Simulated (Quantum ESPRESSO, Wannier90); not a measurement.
**CaS (rock salt), plane waves to Wannier functions**

```xyz
2
Lattice="0.0000 2.8524 2.8524 2.8524 0.0000 2.8524 2.8524 2.8524 0.0000" Properties=species:S:1:pos:R:3 pbc="T T T"
Ca     0.0000     0.0000     0.0000
S      2.8524     2.8524     2.8524
```

Structure: Materials Project mp-1672, symmetrised, not relaxed again. COD (Crystallography Open Database) has an entry of this formula and space group (matched by these alone). Computed values, not measurements, from PBEsol: Quantum ESPRESSO (norm-conserving PseudoDojo potentials, cutoff 55 Ry, no spin polarisation, no spin-orbit coupling) on a Γ-centred 10×10×10 mesh, then Wannier90. Density: 10×10×10 mesh, cold smearing 0.01 Ry.

A tight-binding model is made by disentanglement and projection with no localisation steps (num_iter = 0), so the 10 orbitals stay atom-like: hydrogen-like Ca: s;d; S: s;p, axes along x, y, z; frozen window up to 3.76 eV relative to the valence-band maximum. It follows pw.x to 2.2 meV rms for states up to 3.3 eV relative to the valence-band maximum. Matrix elements depend on this choice of orbitals and windows.

Q: Which pairs of orbitals on different sites are coupled most strongly? Give distance, modulus and how many such pairs a cell has.

A: 
```tsv
orbital	orbital	distance of the centres (Å)	modulus (eV)	pairs
Ca s	S px	2.85	1.44	2
Ca s	S pz	2.85	1.44	2
Ca s	S py	2.85	1.44	2
Ca dz2	S pz	2.85	1.42	2
Ca dx2-y2	S px	2.85	1.23	2
Ca dx2-y2	S py	2.85	1.23	2
Ca dz2	S s	2.85	1.10	2
Ca dx2-y2	S s	2.85	0.96	4
Ca dz2	S px	2.85	0.71	2
Ca dz2	S py	2.85	0.71	2
Ca s	S s	2.85	0.71	6
Ca dxz	S pz	2.85	0.65	2
Ca dxy	S py	2.85	0.65	2
Ca dyz	S py	2.85	0.65	2
Ca dxz	S px	2.85	0.65	2
Ca dyz	S pz	2.85	0.65	2
Ca dxy	S px	2.85	0.65	2
Ca dz2	S s	2.85	0.55	4
Ca dxy	Ca dxy	4.03	0.47	2
Ca dxz	Ca dxz	4.03	0.47	2
Ca dyz	Ca dyz	4.03	0.47	2
S pz	S pz	5.70	0.31	1
S py	S py	5.70	0.31	1
S px	S px	5.70	0.31	1
Ca s	Ca s	5.70	0.29	3
Ca dz2	Ca s	5.70	0.24	2
Ca dxy	Ca s	4.03	0.21	4
Ca dxz	Ca s	4.03	0.21	4
Ca dyz	Ca s	4.03	0.21	4
Ca dx2-y2	Ca s	5.70	0.21	4
```
